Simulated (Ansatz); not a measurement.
Sb:
Space group R-3m, hexagonal axes (No. 166); a = b = 4.3282 Å, c = 11.3984 Å, α = β = 90.00°, γ = 120.00°

| atom | site | symmetry | x | y | z |
|---|---|---|---|---|---|
| Sb | 6c | 3m | 0.0000 | 0.0000 | 0.2327 |
(The calculation used a cell of 2 atoms; values per cell refer to that cell.)

Relaxed at zero pressure with the program Ansatz at the r²SCAN+D4 level (PAW).

### Question
The volume is raised by 6 % and shape and atoms relax at that volume. What pressure results, and how do the axes share the change?

### Answer
-1.5 GPa; a 0.6 %, b 0.6 %, c 4.8 %; the energy rises by 10 meV/atom.

### Question
Give the new structure.

### Answer

Space group R-3m, hexagonal axes (No. 166); a = b = 4.352 Å, c = 11.949 Å, α = β = 90.00°, γ = 120.00°

```csv
atom,site,symmetry,x,y,z
Sb,6c,3m,0.0000,0.0000,0.2295
```

The phase is kept; no other phase was compared at this pressure.

Symmetry was held in the r²SCAN+D4 relaxation. Scalar-relativistic: spin–orbit coupling is off unless named, which matters more the heavier the elements.

Potentials: the later of the program's two PAW sets.
